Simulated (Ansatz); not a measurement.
One crystal and one scan (energy over volume and axial ratio) at two levels, PBE (plane waves to 420 eV, PAW, scalar-relativistic; Ansatz, a first-principles code) and PBEsol (plane waves to 420 eV, PAW, scalar-relativistic; Ansatz), each from its own relaxed cell and on its own mesh.

The crystal is LiBr (rock salt); volume and axial ratio are varied about the relaxed values (subscript 0).

Energies are smeared free energies. LiBr was relaxed with its symmetry unable to fall. Both scans cover V/V₀ from 0.960 to 1.040 and (c/a)/(c/a)₀ from 0.920 to 1.080.

```json
[
 {"quantity": "Lattice constant a (Å)", "run 1": "5.411", "run 2": "5.511"},
 {"quantity": "Band gap of the relaxed cell, no spin-orbit coupling (eV)", "run 1": "4.98", "run 2": "4.91"},
 {"quantity": "Shear modulus C′ = (C11 − C12)/2 (fit, atoms clamped) (GPa)", "run 1": "17.7", "run 2": "12.2"}
]
```

Task: Which run is which level?

Result: Run 2 is PBE, run 1 is PBEsol. PBE gives the higher value for: lattice constant a. PBE gives the lower value for: shear modulus C′. They agree on: band gap of the relaxed cell, no spin-orbit coupling (within 1.5 %). Neither level is exact: the differences show how much the result hangs on the functional.

(Under strain, the slope of the energy per volume gives the stress and its curvature an elastic modulus.)
